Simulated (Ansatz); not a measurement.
All numbers below come from Ansatz 0.2.0, DFT PBE, scalar-relativistic, plane waves, PAW. Settings: cutoff 420 eV, Γ-centred meshes spaced at most about 0.3 Å⁻¹, and about 0.25 Å⁻¹ or finer for metals (2π included), Gaussian smearing. No spin polarisation in the final relaxations.

These are static total energies at zero pressure. All come from trial cells, and lower structures may exist.

Question: Which of these relaxed structures of Al3BP2 is the lowest in energy?
1.

```
Al B P
1.0
     3.90273    0.00000    0.00000
    -0.46267    6.71245    0.00000
    -1.06584   -0.76936    7.75016
Al B P
6 2 4
Direct
  0.99171 0.36000 0.20790
  0.00439 0.63846 0.72847
  0.44786 0.81294 0.32589
  0.42721 0.18815 0.78903
  0.54601 0.61506 0.00060
  0.51595 0.38257 0.48347
  0.52156 0.50907 0.24784
  0.48867 0.49467 0.73607
  0.07017 0.84034 0.04610
  0.17487 0.91923 0.57200
  0.84659 0.10851 0.40990
  0.96502 0.13102 0.95271
```

2.

```
Al B P
1.0
     3.10213    1.79101    2.76078
    -3.10213    1.79101    2.76078
     0.00000   -3.58203    2.76078
Al B P
3 1 2
Direct
  0.00000 0.50000 0.50000
  0.50000 0.50000 0.00000
  0.50000 0.00000 0.50000
  0.50000 0.50000 0.50000
  0.12953 0.12953 0.12953
  0.87047 0.87047 0.87047
```

3.

```
Al B P
1.0
     4.69275   -1.88695    0.00000
     4.69275    1.88695    0.00000
    -2.42646    0.00000   12.63698
Al B P
6 2 4
Direct
  0.58354 0.72579 0.68252
  0.72579 0.58354 0.18252
  0.95201 0.16095 0.86676
  0.16095 0.95201 0.36676
  0.07670 0.81305 0.06171
  0.81305 0.07670 0.56171
  0.00481 0.14687 0.71056
  0.14687 0.00481 0.21056
  0.50214 0.21371 0.94717
  0.74676 0.57151 0.48195
  0.21371 0.50214 0.44717
  0.57151 0.74676 0.98195
```

4.

```
Al B P
1.0
     6.13533    0.00000    0.00000
    -3.06766    5.31335    0.00000
     0.00000    0.00000    3.37068
Al B P
3 1 2
Cartesian
  3.0677 0.0000 1.6853
  1.5338 2.6567 1.6853
  -1.5338 2.6567 1.6853
  0.0000 0.0000 0.0000
  0.0000 3.5422 0.0000
  3.0677 1.7711 0.0000
```

Answer: 1. It has space group P1 (No. 1); the next, 3, with space group Cc (No. 9), lies 232 meV/atom higher. Counting B or P atoms around Al (for each partner element, those within 1.25 times its shortest distance or 1.15 times the sum of covalent radii, where it is the nearest in units of that sum or under 1.3; a plus sign parts groups by distance over the sum of covalent radii; a slash parts the counts of unlike sites), the lowest has Al 3/4 and the next has Al 2+1/4+1/5. The lowest and the next both hold P–P pairs.

Cells relaxed within their symmetry can be saddle points. The P1 cell of Al3BP2 came from shaking the R-3m one. Some types were kept out of the candidates beforehand, so the set may lack a known form.
